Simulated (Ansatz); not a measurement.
Relaxed MgAu (CsCl type):

```yaml
crystal:
  lattice:
    - [6.43911, 0.00000, 0.00000]
    - [3.21955, 3.21955, 0.00000]
    - [3.21955, 0.00000, 3.21955]
  atoms:
    - { symbol: Mg, position: [0.75000, 0.50000, 0.50000] }
    - { symbol: Mg, position: [0.25000, 0.50000, 0.50000] }
    - { symbol: Au, position: [0.00000, 0.00000, 0.00000] }
    - { symbol: Au, position: [0.50000, 0.00000, 0.00000] }
```

The atoms are displaced by Q × the pattern below (from a DFPT mode at R = (0.5, 0.5, 0.5), largest move 1; Q in Å), at fixed cell. It is one choice among 3 degenerate patterns. (q is in reciprocal vectors of the primitive cell; the cell shown is doubled to hold the pattern.)

```json
[
 {"atom": "Au3", "x": "0.000", "y": "0.000", "z": "-1.000"},
 {"atom": "Au4", "x": "0.000", "y": "0.000", "z": "1.000"}
]
```

Atoms not listed stay in place.

All values below come from LDA (plane waves to 420 eV, PAW, scalar-relativistic; Ansatz, a quantum-chemistry and plane-wave program). k mesh 14×14×14 (Γ-centred), Fermi-Dirac smearing 0.05 eV. Energies are smeared free energies. Compression counts positive. With partly filled bands, energies and forces of such displacements shift with the k mesh and the smearing. MgAu was relaxed with its symmetry unable to fall. Spin-orbit coupling is left out, though Au is heavy. ΔE is measured from the undisplaced structure.

```json
[
 {"Q (Å)": "-0.280", "ΔE (meV/cell)": "416", "−dE/dQ from forces (eV/Å)": "4.059", "P (GPa)": "5.4"},
 {"Q (Å)": "-0.233", "ΔE (meV/cell)": "258", "−dE/dQ from forces (eV/Å)": "2.769", "P (GPa)": "3.5"},
 {"Q (Å)": "-0.187", "ΔE (meV/cell)": "151", "−dE/dQ from forces (eV/Å)": "1.872", "P (GPa)": "2.1"},
 {"Q (Å)": "-0.140", "ΔE (meV/cell)": "80", "−dE/dQ from forces (eV/Å)": "1.235", "P (GPa)": "1.1"},
 {"Q (Å)": "-0.093", "ΔE (meV/cell)": "34", "−dE/dQ from forces (eV/Å)": "0.751", "P (GPa)": "0.5"},
 {"Q (Å)": "-0.047", "ΔE (meV/cell)": "8", "−dE/dQ from forces (eV/Å)": "0.355", "P (GPa)": "0.1"},
 {"Q (Å)": "0.000", "ΔE (meV/cell)": "0", "−dE/dQ from forces (eV/Å)": "0.000", "P (GPa)": "0.0"},
 {"Q (Å)": "0.047", "ΔE (meV/cell)": "8", "−dE/dQ from forces (eV/Å)": "-0.355", "P (GPa)": "0.1"},
 {"Q (Å)": "0.093", "ΔE (meV/cell)": "34", "−dE/dQ from forces (eV/Å)": "-0.751", "P (GPa)": "0.5"},
 {"Q (Å)": "0.140", "ΔE (meV/cell)": "80", "−dE/dQ from forces (eV/Å)": "-1.235", "P (GPa)": "1.1"},
 {"Q (Å)": "0.187", "ΔE (meV/cell)": "151", "−dE/dQ from forces (eV/Å)": "-1.872", "P (GPa)": "2.1"},
 {"Q (Å)": "0.233", "ΔE (meV/cell)": "258", "−dE/dQ from forces (eV/Å)": "-2.769", "P (GPa)": "3.5"},
 {"Q (Å)": "0.280", "ΔE (meV/cell)": "416", "−dE/dQ from forces (eV/Å)": "-4.059", "P (GPa)": "5.4"}
]
```

Summary:

The energy at Q = 0.280 Å is 416 meV/cell. Space group of the distorted cell: I4/mmm (No. 139), lowered from Pm-3m. Symmetry of the curve: even: the same for both signs. Shape of the curve: a single well with its minimum at or next to zero displacement. Harmonic wavenumber from the curvature (finite differences): 72 cm⁻¹. Wavenumber by perturbation theory (DFPT, on another k mesh): 71 cm⁻¹.

(A displaced cell: forces are minus the slopes of the energy, force constants its curvatures, and phonons follow from these.)
